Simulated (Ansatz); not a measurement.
Zn$_{2}$SeS:
```yaml
crystal:
  lattice:
    - [1.94217, 1.12131, 6.35043]
    - [-1.94217, 1.12131, 6.35043]
    - [0.00000, -2.24262, 6.35043]
  atoms:
    - { symbol: Zn, position: [0.00391, 0.00391, 0.00391] }
    - { symbol: Zn, position: [0.49625, 0.49625, 0.49625] }
    - { symbol: Se, position: [0.62434, 0.62434, 0.62434] }
    - { symbol: S, position: [0.12547, 0.12547, 0.12547] }
```

x, y and z are the axes in which the lattice vectors are written.

Task: Give the high-frequency dielectric tensor and the Born effective charge tensors of the independent atoms from DFPT, PBEsol in the plane-wave PAW code Ansatz.

Result: 
ε∞:
```
6.77  0.00  0.00
0.00  6.77  0.00
0.00  0.00  6.72
```
Z* of atom 1 (Zn), rows: field, columns: displacement, in e:
```
1.96  0.00  0.00
0.00  1.96  0.00
0.00  0.00  1.91
```
Z* of atom 2 (Zn), rows: field, columns: displacement, in e:
```
2.01  0.00  0.00
0.00  2.01  0.00
0.00  0.00  2.08
```
Z* of atom 3 (Se), rows: field, columns: displacement, in e:
```
-1.89   0.00   0.00
 0.00  -1.89   0.00
 0.00   0.00  -1.88
```
Z* of atom 4 (S), rows: field, columns: displacement, in e:
```
-2.08   0.00   0.00
 0.00  -2.08   0.00
 0.00   0.00  -2.11
```

Space group R3m. The first step of the workflow began from a Materials Project structure, measured or hypothetical; the Crystallography Open Database copy checked does not list it. Whether it is the stable phase at ambient conditions was not checked. The cell was relaxed with PBEsol under the symmetry of its start; whether a distortion lowers the energy is not shown. Spin–orbit coupling is left out wherever it is not named.

Potentials: the later of the program's two PAW sets.
